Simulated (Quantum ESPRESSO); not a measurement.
## Band energies of FeSi

```
CELL_PARAMETERS angstrom
      4.40221     0.00000     0.00000
      0.00000     4.40221     0.00000
      0.00000     0.00000     4.40221
ATOMIC_POSITIONS crystal
  Si 0.15870 0.34130 0.65870
  Si 0.34130 0.65870 0.15870
  Si 0.65870 0.15870 0.34130
  Si 0.84130 0.84130 0.84130
  Fe 0.86309 0.63691 0.36309
  Fe 0.63691 0.36309 0.86309
  Fe 0.36309 0.86309 0.63691
  Fe 0.13691 0.13691 0.13691
```

PBEsol (Quantum ESPRESSO, PseudoDojo norm-conserving, 90 Ry, no spin-orbit coupling); path ΓXMΓRX,MR; energies in eV from the valence-band maximum.

```
k (1/Å)  point  band 36  band 37  band 38  band 39  band 40  band 41  band 42  band 43
-------  -----  -------  -------  -------  -------  -------  -------  -------  -------
0.00         Γ    -0.28    -0.28    -0.28    -0.03    -0.03     0.68     0.68     0.68
0.24              -0.54    -0.42    -0.10    -0.06    -0.04     0.40     0.59     1.12
0.71         X    -1.29    -0.39    -0.39    -0.01    -0.01     0.18     0.18     1.77
0.95              -1.24    -0.53    -0.53    -0.07    -0.07     0.23     0.23     1.75
1.43         M    -1.34    -1.06    -1.06    -0.36    -0.36     0.64     0.64     1.33
1.76              -0.99    -0.84    -0.72    -0.25    -0.19     0.21     0.52     1.50
1.93              -0.78    -0.67    -0.49    -0.16    -0.04     0.14     0.52     1.50
2.27              -0.42    -0.36    -0.16    -0.05    -0.04     0.46     0.67     0.92
2.44         Γ    -0.28    -0.28    -0.28    -0.03    -0.03     0.68     0.68     0.68
2.61              -0.43    -0.35    -0.17    -0.06    -0.03     0.45     0.68     0.92
2.79              -0.54    -0.54    -0.28    -0.19     0.00     0.28     0.65     1.17
3.14              -0.90    -0.73    -0.59    -0.54    -0.27     0.19     0.48     1.19
3.32              -0.90    -0.85    -0.64    -0.63    -0.43     0.27     0.41     0.97
3.67         R    -0.78    -0.68    -0.68    -0.68    -0.68     0.48     0.48     0.48
3.96              -0.92    -0.75    -0.75    -0.53    -0.53     0.35     0.35     0.97
4.11              -1.04    -0.77    -0.77    -0.42    -0.42     0.33     0.33     1.31
4.39              -1.21    -0.57    -0.57    -0.13    -0.13     0.22     0.22     1.97
4.68         X    -1.29    -0.39    -0.39    -0.01    -0.01     0.18     0.18     1.77
4.68         M    -1.34    -1.06    -1.06    -0.36    -0.36     0.64     0.64     1.33
5.04              -1.03    -0.92    -0.92    -0.47    -0.47     0.43     0.43     1.02
5.40         R    -0.78    -0.68    -0.68    -0.68    -0.68     0.48     0.48     0.48
```

The PBEsol gap is 0.14 eV and nearly direct: the edges lie at 29 % of the way from Γ to R and 50 % of the way from M to Γ, the smallest direct gap within 0.02 eV of it. Another valence and conduction extremum on the path lies within 0.02 eV, too close to call.

Geometry of the Materials Project entry, not relaxed at this level.

The runs are not spin-polarised; magnetic order was not tried.
